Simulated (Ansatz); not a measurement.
Pt:
```
CELL_PARAMETERS angstrom
      1.39573     0.80583    13.93179
     -1.39573     0.80583    13.93179
      0.00000    -1.61165    13.93179
ATOMIC_POSITIONS crystal
  Pt 0.86089 0.86089 0.86089
  Pt 0.58266 0.58266 0.58266
  Pt 0.30511 0.30511 0.30511
  Pt 0.69489 0.69489 0.69489
  Pt 0.41734 0.41734 0.41734
  Pt 0.13911 0.13911 0.13911
```

Relaxed with PBE. Special points in fractions of this cell's reciprocal vectors: Γ (0.000, 0.000, 0.000); T (0.500, 0.500, 0.500); H2 (0.831, 0.169, 0.500); H0 (0.500, -0.169, 0.169); L (0.500, 0.000, 0.000); S0 (0.334, -0.334, 0.000); S2 (0.666, 0.000, 0.334); F (0.500, 0.000, 0.500).

Q: List the band energies nearest the Fermi level at these points for the program Ansatz at the PBE level (PAW).

A: In eV from the Fermi level; about four levels below and three above (degenerate sets whole), none deeper than 8.9 eV; points with the same levels are listed once.

| k | below | above |
|---|---|---|
| Γ | -0.59 -0.59 -0.48 -0.07 -0.07 | 5.28 9.69 9.78 |
| T | -0.33 -0.33 -0.15 -0.15 | 6.66 6.92 12.71 |
| H2 | -0.41 -0.31 -0.20 -0.17 | 4.29 4.37 4.60 |
| L | -0.28 -0.28 -0.18 -0.06 | 0.10 0.14 0.23 |
| S0 | -0.44 -0.27 -0.23 -0.17 | 4.28 4.37 4.59 |
| F | -1.08 -1.06 -0.71 -0.64 | 0.01 0.10 0.17 |

Space group R-3m. The start of the workflow was typed in or built on a structure type; neither database checked (COD, Materials Project) lists it. It is not the phase usual at ambient conditions (space group No. 225). The cell was relaxed with PBE under the symmetry of its start; whether a distortion lowers the energy is not shown. No spin polarisation was allowed. Scalar-relativistic: spin–orbit coupling is off unless named, which matters more the heavier the elements.

Potentials: the earlier of the program's two PAW sets.
